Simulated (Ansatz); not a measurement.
## Relaxing an invented Be₅Te₂ structure

All numbers below come from DFT PBE, scalar-relativistic, plane waves, PAW in Ansatz 0.2.0. Cutoff 420 eV, Gaussian smearing, Γ-centred meshes. Cell and atoms relax first on a coarse mesh, the cell is then made exact in the group found at 0.06 to 0.08 Å, and last on a converged mesh; the steps can't lower the symmetry of their start. No spin polarisation.

The guess for Be₅Te₂ was proposed by analogy with related compounds (P-3m1, No. 164). Its size is a guess.

```
CELL_PARAMETERS angstrom
3.92000 0.00000 0.00000
-1.96000 3.39482 0.00000
0.00000 0.00000 8.10000
ATOMIC_POSITIONS crystal
Be 0.00000 0.00000 0.00000
Be 0.66667 0.33333 0.01000
Be 0.33333 0.66667 0.99000
Be 0.66667 0.33333 0.41000
Be 0.33333 0.66667 0.59000
Te 0.33333 0.66667 0.28500
Te 0.66667 0.33333 0.71500
```

The zero of energy is the elements' standard structures at the same level; no fitted shifts are applied.

Question: Where does the relaxation end?

Answer: The symmetry stays P-3m1 (No. 164). The volume per atom grows by 15.3 %, from 15.4 to 17.8 Å³. The shortest distance goes from 2.26 Å (Be–Be) to 2.22 Å (Be–Be). The ratio c/a of the conventional cell changes by a factor of 1.23. Conventional cell: a = 3.839 Å, c = 9.737 Å. Be on a site of symmetry -3m is surrounded by 6 Be at 2.22 Å; Be on a site of symmetry 3m is surrounded by 6 Be at 2.22 Å and 1 Te at 3.02 Å; around Be on a second site of symmetry 3m lie 4 Te at 2.42–2.55 Å and 3 Be at 2.72 Å; Te is surrounded by 4 Be at 2.42–2.55 Å and 1 Be at 3.02 Å.

```
CELL_PARAMETERS angstrom
3.83906 0.00000 0.00000
-1.91953 3.32473 0.00000
0.00000 0.00000 9.73686
ATOMIC_POSITIONS crystal
Be 0.00000 0.00000 0.00000
Be 0.66667 0.33333 0.99167
Be 0.33333 0.66667 0.00833
Be 0.66667 0.33333 0.41938
Be 0.33333 0.66667 0.58062
Te 0.33333 0.66667 0.31847
Te 0.66667 0.33333 0.68153
```

Question: How does it come out in energy, and is it a metal?

Answer: The formation energy is +0.19 eV/atom and the gap on the 12×12×4 mesh of the 7-atom cell is 0 eV (a metal).

A positive value: parting into the elements would lower its energy.

The last run used Gaussian smearing of 0.10 eV. These runs have no spin–orbit coupling, which can matter for Te. The reference form of Te is held partly by dispersion forces, which this level lacks. A later test with randomly moved atoms came back to the same energy, though modes that don't fit the test's cell weren't probed. Another cell of the same search, in R3, lies 129 meV/atom lower, so this cell isn't the stable form at this level.
